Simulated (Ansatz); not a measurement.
According to DFT-PBE in the program Ansatz with PAW potentials, GaAs in the tetragonal phase (P4_2/mnm; Ga on 4g, As on 4f) relaxes to a = 7.023 Å, c = 4.062 Å. Against the elements it lies at -0.28 eV/atom, with no fitted shifts.

The Kohn–Sham gap is 0.21 eV (smallest direct gap 0.21 eV). The valence maximum lies on the M–Γ line, 91 % of the way from M and the conduction minimum at Γ. Gap from PBE with spin–orbit coupling: 0.11 eV. The electron mass is 0.015, 0.015, 0.018 mₑ (principal values). The hole mass is 0.13, 0.96, 0.96 mₑ (principal values).

An equation-of-state fit gives a bulk modulus of 54.8 GPa.

The start of the workflow was typed in or built on a structure type; neither database checked (COD, Materials Project) lists it. It is not the phase usual at ambient conditions (space group No. 216). Symmetry was held in the PBE relaxation; whether a distortion lowers the energy is not shown. The volume moved by 22 % from the start of the relaxation. The references are the lowest solids computed at this level, not always the standard phases. Spin–orbit coupling is left out wherever it is not named.

Potentials: the later of the program's two PAW sets.
